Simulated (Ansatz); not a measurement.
FePt:
```cif
data_FePt
_chemical_formula_sum 'Fe1 Pt1'
_space_group_name_H-M_alt 'P4/mmm'
_space_group_IT_number 123
_space_group_name_Hall '-P 4 2'
_cell_length_a 2.72923
_cell_length_b 2.72923
_cell_length_c 3.76305
_cell_angle_alpha 90.000
_cell_angle_beta 90.000
_cell_angle_gamma 90.000
loop_
_atom_site_label
_atom_site_type_symbol
_atom_site_symmetry_multiplicity
_atom_site_Wyckoff_symbol
_atom_site_fract_x
_atom_site_fract_y
_atom_site_fract_z
_atom_site_occupancy
Fe1 Fe 1 a 0.00000 0.00000 0.00000 1
Pt1 Pt 1 d 0.50000 0.50000 0.50000 1
```
The run is spin-polarised.

Relaxed at zero pressure with PBE (plane waves, PAW; program Ansatz).

The volume is raised by 3 % and shape and atoms relax at that volume. What pressure results, and how do the axes share the change?

-5.4 GPa; a 1.0 %, b 1.0 %, c 0.9 %; the energy rises by 7 meV/atom.

Give the new structure.


Space group P4/mmm (No. 123); a = 2.758 Å, b = 2.758 Å, c = 3.797 Å, α = 90.00°, β = 90.00°, γ = 90.00°

```tsv
atom	site	symmetry	x	y	z
Fe	1a	4/mmm	0.0000	0.0000	0.0000
Pt	1d	4/mmm	0.5000	0.5000	0.5000
```

The phase is kept; no other phase was compared at this pressure.

The PBE relaxation kept the symmetry of its start. Magnetic state: ferromagnetic, chosen from 5 collinear starts compared on coarse meshes (ties went to the first, and starts can fall back to one state), not a proven ground state. Textbook magnetic order: ferromagnetic. Axis ratios of metals converge slowly with the k-mesh, so a and c are less sure than the volume. Scalar-relativistic: spin–orbit coupling is off unless named, which matters more the heavier the elements.

Potentials: the later of the program's two PAW sets.
